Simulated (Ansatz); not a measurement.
## Computed properties of CaGe$_{2}$Pd$_{2}$

```
Ca Ge Pd
1.0
    -2.15458    2.15458    5.05605
     2.15458   -2.15458    5.05605
     2.15458    2.15458   -5.05605
Ca Ge Pd
1 2 2
Direct
  0.00000 0.00000 0.00000
  0.37621 0.37621 0.00000
  0.62379 0.62379 0.00000
  0.75000 0.25000 0.50000
  0.25000 0.75000 0.50000
```

Atom numbers follow the list: Ca1, Ge2, Ge3, Pd4, Pd5.

The conventional cell has a = 4.309 Å, b = 4.309 Å, c = 10.112 Å, α = 90.00°, β = 90.00°, γ = 90.00°. Around Ca (atom 1) lie 8 Ge at 3.29 Å and 8 Pd at 3.32 Å. Around Ge (atom 2) lie 1 Ge at 2.50 Å and 4 Pd at 2.50 Å. Pd (atom 4) is surrounded by 4 Ge at 2.50 Å.

The cell is the one relaxed in the Materials Project (mp-16260), not relaxed further here; entries there can be hypothetical.

Spin polarisation is left out, and whether a magnetic state lies lower isn't shown here.

All numbers are computed: DFT, PBEsol, all-electron LAPW, scalar-relativistic (Ansatz 0.2.0); DFT, PBEsol, PAW with Ansatz's default frozen-core files, scalar-relativistic (Ansatz 0.2.0).

For LAPW: a Γ-centred 11×11×11 k mesh, Fermi–Dirac smearing of 0.05 eV, basis error target 0.5 meV/atom, no spin polarisation. PAW takes a cutoff of 420 eV at this cell (files made with PBE, cores remade for this functional). The Ansatz runs share mesh, smearing and spin set-up. Values come from LAPW unless marked.

| Item | Value |
| --- | --- |
| Pressure at this cell | -2.10 GPa |
| Band gap | none: bands cross the Fermi level, a metal |
| Stress xx, yy, zz (compression positive) | -2.30, -2.30, -1.69 GPa |
| Largest force | 0.00369 Ha/bohr on Ge3 |
| Density of states at the Fermi level (0.2 eV bin) | 2.71 states/eV per cell |
| Löwdin charges (with 0.66 e of the cell spilling out of the atomic basis, so their sizes and signs hang on that basis) | Ca1 1.53, Ge2 -1.11, Pd4 0.68 e |
| Bader charges (from the PAW run) | Ca1 +1.38, Ge2 -0.08, Pd4 -0.61 e |
| Volume per atom | 18.78 Å³ |
